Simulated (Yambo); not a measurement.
Yambo input for LiCl (rock salt, space group Fm-3m, No. 225) under isotropic strain of -3 % on all lattice vectors (a = 3.4725 Å, b = 3.4725 Å, c = 3.4725 Å, α = 60.00°, β = 60.00°, γ = 60.00°), on norm-conserving PBEsol (Quantum ESPRESSO, 74 Ry, scalar-relativistic) wavefunctions on a 18×18×18 mesh:

```
optics
chi
dipoles
kernel
FFTGvecs= 40 Ry
Chimod= "HARTREE"
NGsBlkXd= 4 Ry
% QpntsRXd
 1 | 1 |
%
% BndsRnXd
 2 | 22 |
%
GrFnTpXd= "R"
% EnRngeXd
 0.0 | 20.0 | eV
%
% DmRngeXd
 0.2 | 0.2 | eV
%
CGrdSpXd= 50
ETStpsXd= 161
% LongDrXd
 1.0 | 0.0 | 0.0 |
%
% XfnQP_E
 2.878 | 1.0 | 1.0 |
%
```

First lines of the file o-*.eps_q1_inv_rpa_dyson:

```
Absorption @ Q(1):   1.00000000     0.00000000     0.00000000    [q->0 direction]
#
# [ X ] Hartree size     :   51
# [GEN] GF Energies     : Perdew, Burke & Ernzerhof SOL(X)+Perdew, Burke & Ernzerhof SOL(C)+ user defined corrections @E
# [GEN] Green`s Function     : Retarded
#
# [GEN] Gauge     : Length
# [GEN] [r,Vnl] included     : yes
#
#    E[1] [eV]     Im(eps)     Re(eps)     Im(eps_o)     Re(eps_o)
#
     0.000000     0.68770E-11     2.591934     -0.48729E-19     2.969245
     0.125000     0.438999E-3     2.592071     0.584860E-3     2.969428
     0.250000     0.878529E-3     2.592482     0.001170     2.969976
     0.375000     0.001319     2.593168     0.001757     2.970890
     0.500000     0.001761     2.594130     0.002347     2.972171
     0.625000     0.002206     2.595368     0.002939     2.973821
     0.750000     0.002653     2.596884     0.003534     2.975841
     0.875000     0.003103     2.598681     0.004134     2.978235
     1.000000     0.003557     2.600760     0.004740     2.981005
     1.125000     0.004015     2.603123     0.005351     2.984154
     1.250000     0.004479     2.605775     0.005969     2.987688
     1.375000     0.004948     2.608717     0.006594     2.991609
     1.500000     0.005423     2.611954     0.007228     2.995923
     1.625000     0.005905     2.615490     0.007872     3.000636
     1.750000     0.006395     2.619330     0.008525     3.005754
     1.875000     0.006893     2.623477     0.009190     3.011283
     2.000000     0.007400     2.627938     0.009867     3.017231
     2.125000     0.007917     2.632719     0.010557     3.023605
     2.250000     0.008444     2.637826     0.011261     3.030414
     2.375000     0.008983     2.643265     0.011981     3.037668
     2.500000     0.009535     2.649044     0.012717     3.045376
     2.625000     0.010099     2.655172     0.013472     3.053549
     2.750000     0.010678     2.661656     0.014246     3.062199
     2.875000     0.011272     2.668506     0.015040     3.071338
     3.000000     0.011882     2.675731     0.015857     3.080980
     3.125000     0.012511     2.683344     0.016697     3.091138
     3.250000     0.013158     2.691353     0.017563     3.101829
     3.375000     0.013825     2.699773     0.018456     3.113068
     3.500000     0.014515     2.708617     0.019379     3.124874
     3.625000     0.015227     2.717897     0.020333     3.137265
     3.750000     0.015965     2.727629     0.021321     3.150261
     3.875000     0.016729     2.737830     0.022344     3.163885
     4.000000     0.017522     2.748516     0.023407     3.178158
```
(The file goes on to the top of the energy range.) Convergence of the RPA response with its 18×18×18 mesh was not tested. The scissor comes from a G0W0 run whose convergence isn't established.

Geometry strained from the cell relaxed with PBEsol, atoms relaxed again.
